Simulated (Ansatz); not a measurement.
The relaxed structure here is a generated cell of GaP: the first start was made by placing the elements on the sites of a structure type, and the end was not matched to a known phase here, so it may be hypothetical. Known forms of GaP include space group No. 216.

One stationary structure of GaP. Space group P6₂22 (No. 180). The numbers are results of r2SCAN (plane waves to 500 eV, PAW, scalar-relativistic; Ansatz, an electronic-structure program), not measurements.

```cif
data_Ga3P3
_chemical_formula_sum 'P3 Ga3'
_space_group_name_H-M_alt 'P 1'
_space_group_IT_number 1
_cell_length_a 3.86351
_cell_length_b 3.86351
_cell_length_c 8.52577
_cell_angle_alpha 90.000
_cell_angle_beta 90.000
_cell_angle_gamma 120.000
loop_
_space_group_symop_operation_xyz
  'x, y, z'
loop_
_atom_site_label
_atom_site_type_symbol
_atom_site_fract_x
_atom_site_fract_y
_atom_site_fract_z
_atom_site_occupancy
P1 P 0.50000 0.00000 0.50000 1
P2 P 0.00000 0.50000 0.16667 1
P3 P 0.50000 0.50000 0.83333 1
Ga1 Ga 0.50000 0.00000 0.00000 1
Ga2 Ga 0.00000 0.50000 0.66667 1
Ga3 Ga 0.50000 0.50000 0.33333 1
```

| Item | Result |
|---|---|
| Volume per atom | 18.37 Å³ |
| Band gap | 0.60 eV, indirect (valence top at Γ, conduction bottom at K) (no spin-orbit coupling) |
| Smallest direct gap | 1.11 eV at Γ |
| Shortest distances | Ga–P 2.40 Å; P–P 3.44 Å; Ga–Ga 3.44 Å |
| k-mesh | 10×10×4 |

Band energies at high-symmetry points (eV from the VBM; labels of this space group; no spin-orbit coupling), from −5 eV up to 3.2 eV:

```json
[
 {"point": "Γ", "energies": "-3.10 -1.37 -1.37 -0.83 -0.83 -0.58 0.00 1.11 2.29 2.29"},
 {"point": "M", "energies": "-4.39 -3.19 -2.86 -2.20 -1.97 -1.82 1.05 1.14 1.66 2.05"},
 {"point": "K", "energies": "-3.97 -3.97 -2.59 -1.91 -1.91 0.60 2.60 2.60"},
 {"point": "A", "energies": "-2.61 -2.61 -2.51 -2.51 -0.81 -0.71 -0.71 -0.46 2.16 2.48 2.48 3.00"},
 {"point": "L", "energies": "-4.41 -3.88 -2.66 -2.57 -2.33 -1.92 1.70 1.75 2.76"},
 {"point": "H", "energies": "-4.45 -4.45 -4.19 -4.19 -2.41 -1.60 2.69 3.15 3.15"}
]
```

No spin polarisation in the result.

The run could not lose the symmetry of its start; a randomly shaken copy of 12 atoms returns to this structure.
